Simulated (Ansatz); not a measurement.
Simulated (Ansatz). Plane-wave DFT: natural occupations of the f shells on orthogonalised atomic orbitals at the end of the run, rising, by spin; atoms or cell relaxed as the task says.

```
cell
1.0
    -4.2625    6.7295    0.0000
    -4.2625   -6.7295    0.0000
     4.2625    0.0000    7.2124
Cu Gd Y
16 4 4
Direct
  0.5702 0.2653 0.3355
  0.3202 0.5153 0.8355
  0.0702 0.7653 0.3355
  0.8202 0.0153 0.8355
  0.9307 0.2345 0.1652
  0.6807 0.4845 0.6652
  0.4307 0.7345 0.1652
  0.1807 0.9845 0.6652
  0.7345 0.4307 0.1652
  0.4845 0.6807 0.6652
  0.2345 0.9307 0.1652
  0.9845 0.1807 0.6652
  0.2653 0.5702 0.3355
  0.0153 0.8202 0.8355
  0.7653 0.0702 0.3355
  0.5153 0.3202 0.8355
  0.4774 0.9774 0.9548
  0.2274 0.2274 0.4548
  0.9774 0.4774 0.9548
  0.7274 0.7274 0.4548
  0.2721 0.2721 0.0442
  0.0221 0.5221 0.5442
  0.7721 0.7721 0.0442
  0.5221 0.0221 0.5442
```

Starting moments (μB): Gd number 1 7.66, Gd number 2 7.66, Gd number 3 7.66, Gd number 4 7.66; others 0.

- cell charge: 0 e
- spin: collinear
- scf start: atoms
- lower state search: off
- functional: PBEsol
- wave cutoff: 420 eV
- k mesh: 3, 3, 3
- k shift: 0, 0, 0 mesh steps
- gaussian smearing: 0.05 eV
- task: single point

Results:

| shell atom | shell element | shell spin | shell occupation 1 (e) | shell occupation 2 (e) | shell occupation 3 (e) | shell occupation 4 (e) | shell occupation 5 (e) | shell occupation 6 (e) | shell occupation 7 (e) |
| --- | --- | --- | --- | --- | --- | --- | --- | --- | --- |
| 17 | Gd | up | 1 | 1 | 1 | 1 | 1 | 1 | 1 |
| 17 | Gd | down | 0.01 | 0.01 | 0.02 | 0.02 | 0.02 | 0.02 | 0.03 |
| 18 | Gd | up | 1 | 1 | 1 | 1 | 1 | 1 | 1 |
| 18 | Gd | down | 0.01 | 0.01 | 0.02 | 0.02 | 0.02 | 0.02 | 0.03 |
| 19 | Gd | up | 1 | 1 | 1 | 1 | 1 | 1 | 1 |
| 19 | Gd | down | 0.01 | 0.01 | 0.02 | 0.02 | 0.02 | 0.02 | 0.03 |
| 20 | Gd | up | 1 | 1 | 1 | 1 | 1 | 1 | 1 |
| 20 | Gd | down | 0.01 | 0.01 | 0.02 | 0.02 | 0.02 | 0.02 | 0.03 |

Caveats: Gd without a U keeps its half-filled shell, but its 4f levels lie too near the Fermi level; occupations loosely converged; open f or d shells may hold a state above the lowest.
